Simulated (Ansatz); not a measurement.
**Notes on NaCd$_{4}$As$_{3}$**

```
Na Cd As
1.0
     2.20695    3.82255    0.00000
    -2.20695    3.82255    0.00000
     0.00000   -2.54837   11.12444
Na Cd As
1 4 3
Cartesian
  0.0000 2.5484 5.5622
  0.0000 0.0000 3.1932
  0.0000 5.0967 7.9313
  0.0000 0.0000 9.9813
  0.0000 5.0967 1.1431
  0.0000 0.0000 7.3598
  0.0000 5.0967 3.7646
  0.0000 0.0000 0.0000
```

Level: r2SCAN, no spin polarisation; 500 eV; 8×8×8 Γ-centred mesh; fermi-dirac occupations (width 0.1 eV); Ansatz 0.2.0, fixed geometry.

**Question.** Which atom feels the largest force, and which way?

**Answer.** The largest is on As7 (and as large on other atoms): 0.33 eV/Å, components (0.00, 0.00, 0.33). It makes 103° with the line to a nearest neighbour, Cd2 at 2.61 Å.

**Question.** Metal or insulator?

**Answer.** It is a semimetal on this mesh, with about 0.064 states/eV a cell as the mean within 0.25 eV of the Fermi level, mostly As p (80 %).

**Question.** Give the Bader charges.

**Answer.** Bader charges in e: Na +0.85, Cd +0.49 to +0.54, As -0.97. In the mean Na gives up most and As takes most.

**Question.** What is the formation energy?

**Answer.** -0.30 eV an atom against the elements' usual phases (free molecules for gases, crystals otherwise, with no correction for O₂ or N₂), so it is bound against them; other compounds may still compete. Relaxing would lower it.

Origin: a database entry at a rescaled volume.
